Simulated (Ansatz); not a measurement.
Al$_{2}$Au (fluorite type, space group Fm-3m)

```xyz
3
Lattice="0.0000 2.9783 2.9783 2.9783 0.0000 2.9783 2.9783 2.9783 0.0000" Properties=species:S:1:pos:R:3 pbc="T T T"
Al     1.4892     1.4892     1.4892
Al     4.4675     4.4675     4.4675
Au     0.0000     0.0000     0.0000
```

The slice is a {110} plane (indices of the conventional cell) through the point (0.000, 0.000, 0.000) (fractional), spanned by u = [100] and v = [1 -1 -1] in vectors of this cell: u (4.21 Å) and v (5.96 Å, at 90° to u). It covers one period; positions are fractions (u, v).

The numbers are results of LDA (plane waves to 420 eV, PAW, scalar-relativistic; Ansatz, a first-principles code), not measurements. k mesh 14×14×14. Inside the PAW spheres the values are not all-electron values, and peaks at nuclei hang on which shells count as valence. Al2Au was relaxed with its symmetry unable to fall. Spin-orbit coupling is left out, though Au is heavy.

Problem. What is the ELF at the midpoint of the shortest Al–Au line in this plane (2.58 Å)?

Solution. 0.5.

Problem. What is the valence density on the shortest Al–Au line in this plane (2.58 Å), at its midpoint?

Solution. 0.42 e/Å³.

Problem. The ELF has a maximum in the middle third of the Al–Au line. Where, and how high?

Solution. 0.71, 1.0 Å from Al.

Problem. Sketch the valence electron density on this plane as a map.

Solution. 
```
|@@%%*+=-------=+*%%@|
|@%%#+==-------==+#%%|
|%%#*+==-------==+*#%|
|**++===---:---===++*|
|++====--::.::--====+|
|=-------:...:-------|
|-------:.....:------|
|:::::--::...::--::::|
|..::::::::.::::::::.|
|....:::::::::::::...|
|  ...:::-----:::... |
|   ...::-----::...  |
|    ..::-----::..   |
|    ..:::---:::..   |
|    ..::-----::..   |
|   ...::-----::...  |
|  ...:::-----:::... |
|....:::::::::::::...|
|..::::::::.::::::::.|
|:::::--::...::--::::|
|-------:.....:------|
|=-------:...:-------|
|++====--::.::--====+|
|**++===---:---===++*|
|%%#*+==-------==+*#%|
|@%%#+==-------==+#%%|
|@@%%*+=-------=+*%%@|
|@@@%*+=-------=+*%@@|
```
Scale: ten equal steps from -1.64 (start of ' ') to 1.18 (end of '@'), in the order ' .:-=+*#%@'. Values: log₁₀ of the valence density in e/Å³. The map has 20 points along u (one character each, u = 0 at the left) and 28 along v (v = 0 in the bottom row). The scale is logarithmic, as a density can span decades between atoms and voids.
